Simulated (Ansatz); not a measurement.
A trial cell of Sn₃Te, before relaxation:

```xyz
4
Lattice="0.0000 3.8249 3.8249 3.8249 0.0000 3.8249 3.8249 3.8249 0.0000" Properties=species:S:1:pos:R:3 pbc="T T T"
Sn    1.9125    1.9125    1.9125
Sn    5.7374    5.7374    5.7374
Sn    3.8249    3.8249    3.8249
Te    0.0000    0.0000    0.0000
```

Method: DFT PBE, scalar-relativistic, plane waves, PAW (Ansatz 0.2.0). Cutoff 420 eV, Gaussian smearing, Γ-centred meshes. Cell and atoms relax on a converged mesh. In metals the finer mesh still leaves noise of several meV/atom or more. The steps can't lower the symmetry of their start. No spin polarisation.

A guess keeps its type if space group and coordination stay and the shape of the cell changes little (axis ratios within about 15 %, angles within 6°); the volume may change.

Question: Will the relaxed cell still be of the starting type?

Answer: It keeps its type: symmetry leaves only the cell edge free. The symmetry stays Fm-3m (No. 225). The end has the BiF3 (D0_3) type. The volume per atom grows by 0.6 %, from 28.0 to 28.1 Å³. The shortest distance goes from 3.31 Å (Sn–Te and Sn–Sn) to 3.32 Å (Sn–Te and Sn–Sn). Counting neighbours within 15 % of an atom's shortest distance, the start has Sn 8, Te 8 and the end Sn 8, Te 8.

Formation energies are uncorrected and refer to the elements' standard structures at the same level. The references include grey tin.

Question: At what energy does it end?

Answer: +0.07 eV/atom. A positive value: parting into the elements would lower its energy.

The last run used a 10×10×10 mesh for its 4-atom cell and Gaussian smearing of 0.10 eV. These runs have no spin–orbit coupling, which can matter for Te. The reference form of Te is held partly by dispersion forces, which this level lacks. A structure relaxed within its symmetry needn't be a true minimum. Another cell of Sn3Te relaxed alike, in Im-3m, lies 148 meV/atom lower, so this cell isn't the stable form at this level.
